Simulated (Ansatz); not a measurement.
Nb$_{3}$Al (A15 (Cr3Si type), Pm-3n) at seven volumes, PBEsol in the plane-wave PAW code Ansatz, scaled uniformly. One row is withheld.

```json
[
 {"V (Å³/atom)": "15.476", "P (GPa)": "?"},
 {"V (Å³/atom)": "15.986", "P (GPa)": "11.90"},
 {"V (Å³/atom)": "16.497", "P (GPa)": "5.50"},
 {"V (Å³/atom)": "17.007", "P (GPa)": "0.00"},
 {"V (Å³/atom)": "17.517", "P (GPa)": "-4.75"},
 {"V (Å³/atom)": "18.027", "P (GPa)": "-8.85"},
 {"V (Å³/atom)": "18.537", "P (GPa)": "-12.38"}
]
```

Task: Fit the shown pressures and predict the withheld one.

Result: P = (3/2)B₀(x^(7/2) − x^(5/2))[1 + (3/4)(B′ − 4)(x − 1)] with x = (V₀/V)^(2/3). Least squares on the six rows gives V₀ = 17.007 Å³/atom, B₀ = 170 GPa, B′ = 3.93. At V = 15.476, x = 1.0649 and P = 19.30 GPa. The run itself gave 19.36 GPa.

The first step of the workflow began from a Materials Project structure, measured or hypothetical; the Crystallography Open Database copy checked does not list it. Its standing as an ambient phase is unchecked. Symmetry was held in the PBEsol relaxation; of distortions, only those at the zone centre were tested. No spin polarisation was allowed.

Potentials: the later of the program's two PAW sets.
